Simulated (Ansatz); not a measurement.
## Rocksalt alloy of MgO and ZnO (12 of 64 Mg sites exchanged), 128 atoms

Ansatz, PAW, plane waves. PBEsol relaxation of volume and atoms (shape held) at the single k point (½, ½, ½); single points on the relaxed atoms at the Γ point alone, onto which points of the small cell's zone fold. Arrangement: quasirandom. No spin–orbit coupling unless named.

Relaxed structure:

```yaml
crystal:
  lattice:
    - [0.00000, 8.44869, 8.44869]
    - [8.44869, 0.00000, 8.44869]
    - [8.44869, 8.44869, 0.00000]
  atoms:
    - { symbol: O, position: [0.37627, 0.12670, 0.12404] }
    - { symbol: O, position: [0.87340, 0.12628, 0.12438] }
    - { symbol: O, position: [0.12344, 0.37655, 0.37347] }
    - { symbol: O, position: [0.37527, 0.62466, 0.12505] }
    - { symbol: O, position: [0.37691, 0.12481, 0.62557] }
    - { symbol: O, position: [0.62532, 0.37486, 0.37538] }
    - { symbol: O, position: [0.87506, 0.62471, 0.12527] }
    - { symbol: O, position: [0.87494, 0.12478, 0.62528] }
    - { symbol: O, position: [0.12483, 0.87246, 0.37817] }
    - { symbol: O, position: [0.12462, 0.37538, 0.87611] }
    - { symbol: O, position: [0.37488, 0.62469, 0.62626] }
    - { symbol: O, position: [0.62513, 0.87455, 0.37565] }
    - { symbol: O, position: [0.62464, 0.37538, 0.87540] }
    - { symbol: O, position: [0.87461, 0.62501, 0.62592] }
    - { symbol: O, position: [0.12368, 0.87279, 0.87692] }
    - { symbol: O, position: [0.62543, 0.87456, 0.87526] }
    - { symbol: O, position: [0.12594, 0.37374, 0.12684] }
    - { symbol: O, position: [0.37518, 0.12476, 0.37280] }
    - { symbol: O, position: [0.62491, 0.37481, 0.12552] }
    - { symbol: O, position: [0.87263, 0.12482, 0.37802] }
    - { symbol: O, position: [0.12646, 0.87351, 0.12407] }
    - { symbol: O, position: [0.12266, 0.37720, 0.62562] }
    - { symbol: O, position: [0.37509, 0.62510, 0.37529] }
    - { symbol: O, position: [0.62334, 0.87616, 0.12416] }
    - { symbol: O, position: [0.37623, 0.12335, 0.87717] }
    - { symbol: O, position: [0.62510, 0.37473, 0.62562] }
    - { symbol: O, position: [0.87612, 0.62361, 0.37701] }
    - { symbol: O, position: [0.87504, 0.12497, 0.87538] }
    - { symbol: O, position: [0.12659, 0.87649, 0.62391] }
    - { symbol: O, position: [0.37544, 0.62497, 0.87537] }
    - { symbol: O, position: [0.62718, 0.87484, 0.62580] }
    - { symbol: O, position: [0.87221, 0.62517, 0.87539] }
    - { symbol: O, position: [0.12507, 0.12508, 0.37790] }
    - { symbol: O, position: [0.37668, 0.37343, 0.12719] }
    - { symbol: O, position: [0.62650, 0.12634, 0.37405] }
    - { symbol: O, position: [0.87214, 0.37461, 0.12588] }
    - { symbol: O, position: [0.12504, 0.62481, 0.37554] }
    - { symbol: O, position: [0.37618, 0.87335, 0.12445] }
    - { symbol: O, position: [0.12232, 0.12495, 0.87823] }
    - { symbol: O, position: [0.37644, 0.37626, 0.62399] }
    - { symbol: O, position: [0.62372, 0.62321, 0.37684] }
    - { symbol: O, position: [0.87615, 0.87643, 0.12445] }
    - { symbol: O, position: [0.62516, 0.12499, 0.87535] }
    - { symbol: O, position: [0.87523, 0.37480, 0.62562] }
    - { symbol: O, position: [0.12590, 0.62620, 0.87439] }
    - { symbol: O, position: [0.37418, 0.87377, 0.62443] }
    - { symbol: O, position: [0.62660, 0.62318, 0.87697] }
    - { symbol: O, position: [0.87359, 0.87653, 0.62364] }
    - { symbol: O, position: [0.12589, 0.12631, 0.12226] }
    - { symbol: O, position: [0.62511, 0.12449, 0.12583] }
    - { symbol: O, position: [0.12310, 0.62634, 0.12705] }
    - { symbol: O, position: [0.12263, 0.12511, 0.62554] }
    - { symbol: O, position: [0.37651, 0.37594, 0.37441] }
    - { symbol: O, position: [0.62553, 0.62483, 0.12559] }
    - { symbol: O, position: [0.62443, 0.12489, 0.62554] }
    - { symbol: O, position: [0.87323, 0.37693, 0.37664] }
    - { symbol: O, position: [0.12632, 0.62306, 0.62459] }
    - { symbol: O, position: [0.37726, 0.87319, 0.37692] }
    - { symbol: O, position: [0.37624, 0.37351, 0.87392] }
    - { symbol: O, position: [0.62660, 0.62347, 0.62388] }
    - { symbol: O, position: [0.87278, 0.87340, 0.37706] }
    - { symbol: O, position: [0.87519, 0.37499, 0.87549] }
    - { symbol: O, position: [0.37516, 0.87504, 0.87788] }
    - { symbol: O, position: [0.87325, 0.87601, 0.87738] }
    - { symbol: Mg, position: [0.00012, 0.99983, 0.00055] }
    - { symbol: Mg, position: [0.49963, 0.99998, 0.00062] }
    - { symbol: Mg, position: [0.00061, 0.00006, 0.49959] }
    - { symbol: Mg, position: [0.24971, 0.24989, 0.25045] }
    - { symbol: Mg, position: [0.49976, 0.50012, 0.00045] }
    - { symbol: Mg, position: [0.75056, 0.24955, 0.25051] }
    - { symbol: Mg, position: [0.00025, 0.49976, 0.50045] }
    - { symbol: Mg, position: [0.24976, 0.75031, 0.25054] }
    - { symbol: Mg, position: [0.49996, 0.49979, 0.50060] }
    - { symbol: Mg, position: [0.75017, 0.24975, 0.75039] }
    - { symbol: Mg, position: [0.25006, 0.74994, 0.75079] }
    - { symbol: Mg, position: [0.75011, 0.74992, 0.75051] }
    - { symbol: Mg, position: [0.24993, 0.25080, 0.00055] }
    - { symbol: Mg, position: [0.50066, 0.99899, 0.25005] }
    - { symbol: Mg, position: [0.74953, 0.25044, 0.99999] }
    - { symbol: Mg, position: [0.99948, 0.50052, 0.24929] }
    - { symbol: Mg, position: [0.25076, 0.74941, 0.99941] }
    - { symbol: Mg, position: [0.99977, 0.99900, 0.75099] }
    - { symbol: Mg, position: [0.50078, 0.50037, 0.24987] }
    - { symbol: Mg, position: [0.75039, 0.74975, 0.00031] }
    - { symbol: Mg, position: [0.49962, 0.99921, 0.75104] }
    - { symbol: Mg, position: [0.74936, 0.25048, 0.50103] }
    - { symbol: Mg, position: [0.99961, 0.50059, 0.75151] }
    - { symbol: Mg, position: [0.25058, 0.74944, 0.50122] }
    - { symbol: Mg, position: [0.49957, 0.50004, 0.75073] }
    - { symbol: Mg, position: [0.74896, 0.74934, 0.50119] }
    - { symbol: Mg, position: [0.99893, 0.25100, 0.00112] }
    - { symbol: Mg, position: [0.50030, 0.25062, 0.99992] }
    - { symbol: Mg, position: [0.75005, 0.99955, 0.25069] }
    - { symbol: Mg, position: [0.99963, 0.74862, 0.00093] }
    - { symbol: Mg, position: [0.99904, 0.25120, 0.50028] }
    - { symbol: Mg, position: [0.24991, 0.49992, 0.25035] }
    - { symbol: Mg, position: [0.50122, 0.74871, 0.00030] }
    - { symbol: Mg, position: [0.49989, 0.25023, 0.50030] }
    - { symbol: Mg, position: [0.75038, 0.49971, 0.25040] }
    - { symbol: Mg, position: [0.75003, 0.99974, 0.75039] }
    - { symbol: Mg, position: [0.99933, 0.74941, 0.50116] }
    - { symbol: Mg, position: [0.24926, 0.50010, 0.75130] }
    - { symbol: Mg, position: [0.50142, 0.74892, 0.50061] }
    - { symbol: Mg, position: [0.75022, 0.49994, 0.75051] }
    - { symbol: Mg, position: [0.24953, 0.00020, 0.00083] }
    - { symbol: Mg, position: [0.74943, 0.00029, 0.00131] }
    - { symbol: Mg, position: [0.25114, 0.00092, 0.50003] }
    - { symbol: Mg, position: [0.50043, 0.24895, 0.25161] }
    - { symbol: Mg, position: [0.74977, 0.49911, 0.00117] }
    - { symbol: Mg, position: [0.74924, 0.00061, 0.49964] }
    - { symbol: Mg, position: [0.99912, 0.75060, 0.25110] }
    - { symbol: Mg, position: [0.00109, 0.24948, 0.75029] }
    - { symbol: Mg, position: [0.25066, 0.49874, 0.50030] }
    - { symbol: Mg, position: [0.50001, 0.75001, 0.25063] }
    - { symbol: Mg, position: [0.50018, 0.24910, 0.75005] }
    - { symbol: Mg, position: [0.75013, 0.50006, 0.50023] }
    - { symbol: Zn, position: [0.99999, 0.49990, 0.00033] }
    - { symbol: Zn, position: [0.49998, 0.99996, 0.50045] }
    - { symbol: Zn, position: [0.25005, 0.24990, 0.75079] }
    - { symbol: Zn, position: [0.75013, 0.74982, 0.25058] }
    - { symbol: Zn, position: [0.99986, 0.99957, 0.25029] }
    - { symbol: Zn, position: [0.24950, 0.25036, 0.50014] }
    - { symbol: Zn, position: [0.25076, 0.99948, 0.25061] }
    - { symbol: Zn, position: [0.24936, 0.99963, 0.75116] }
    - { symbol: Zn, position: [0.99922, 0.24889, 0.25187] }
    - { symbol: Zn, position: [0.25068, 0.49919, 0.00154] }
    - { symbol: Zn, position: [0.99948, 0.75118, 0.74912] }
    - { symbol: Zn, position: [0.50103, 0.75052, 0.74997] }
```

(1) What are the mean bond lengths by pair (pairs within 1.2 times the sum of covalent radii, less contacts 15 % beyond the pair's median; cation–cation pairs of compounds aside; long ionic contacts are cut short by that bound)?

(2) What gap lies between the top filled and the lowest empty level in the single points?

Answers

(1) Mg–O 2.108 ± 0.008 Å (standard deviation, 312 bonds); O–Zn 2.130 ± 0.009 Å (standard deviation, 72 bonds).

(2) HSE06 5.25 eV (35 s on NVIDIA GB200); r²SCAN 4.13 eV (5.4 s on NVIDIA GB200).
